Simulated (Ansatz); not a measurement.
**WS2: gradients before and after relaxing the atoms**

Start: an entry of the Crystallography Open Database (COD) (the entry's cell lengths or inner coordinates differ somewhat from later room-temperature determinations).

```yaml
crystal:
  lattice:
    - [3.18000, 0.00000, 0.00000]
    - [-1.59000, 2.75396, 0.00000]
    - [0.00000, 0.00000, 12.50000]
  atoms:
    - { symbol: W, position: [0.33333, 0.66667, 0.25000] }
    - { symbol: W, position: [0.66667, 0.33333, 0.75000] }
    - { symbol: S, position: [0.33333, 0.66667, 0.62500] }
    - { symbol: S, position: [0.66667, 0.33333, 0.12500] }
    - { symbol: S, position: [0.33333, 0.66667, 0.87500] }
    - { symbol: S, position: [0.66667, 0.33333, 0.37500] }
```

Sites (sets of like atoms) are named by element and the number of their first atom in this list.

The numbers come from a DFT calculation in Ansatz (PBE, plane waves and PAW, scalar-relativistic, collinear spin, 420 eV cutoff, Γ-centred 11×11×3 k-points, Fermi–Dirac smearing 0.02 eV). Start moments as typed (μB): 2 on each W, none on the rest.

The largest force at the start is 0.13 eV/Å. Relaxing the ions at fixed cell moves them by 0.006 Å at most (atom 5, S) and 0.005 Å rms. End positions:

```
CELL_PARAMETERS angstrom
3.18000 0.00000 0.00000
-1.59000 2.75396 0.00000
0.00000 0.00000 12.50000
ATOMIC_POSITIONS crystal
W 0.33333 0.66667 0.25000
W 0.66667 0.33333 0.75000
S 0.33333 0.66667 0.62449
S 0.66667 0.33333 0.12449
S 0.33333 0.66667 0.87551
S 0.66667 0.33333 0.37551
```

```json
{"site": "W", "atom": "1", "moved (Å)": "0.000", "first shell before": "6 S at 2.41 Å", "first shell after": "6 S at 2.41 Å", "V_zz before (10²¹ V/m²)": "-17.91", "η before": "0.00"}
{"site": "S", "atom": "3", "moved (Å)": "0.006", "first shell before": "3 W at 2.41 Å", "first shell after": "3 W at 2.41 Å", "V_zz before (10²¹ V/m²)": "-4.71", "η before": "0.00"}
```

(1) What are V_zz and η after the relaxation?

## Answers

(1) 

| site | atom | V_zz after | η after | change of V_zz |
| --- | --- | --- | --- | --- |
| W | 1 | -17.56 | 0.00 | +0.35 |
| S | 3 | -4.57 | 0.00 | +0.14 |

The largest change of V_zz is on W, from -17.91 to -17.56. In per cent, |V_zz| changes by -2 on W, -3 on S (all sites that start above 0.5).

Without spin–orbit coupling the gradients at and beside W can be off by some per cent, at some sites by more. The start moments die out, and the run ends without spin.
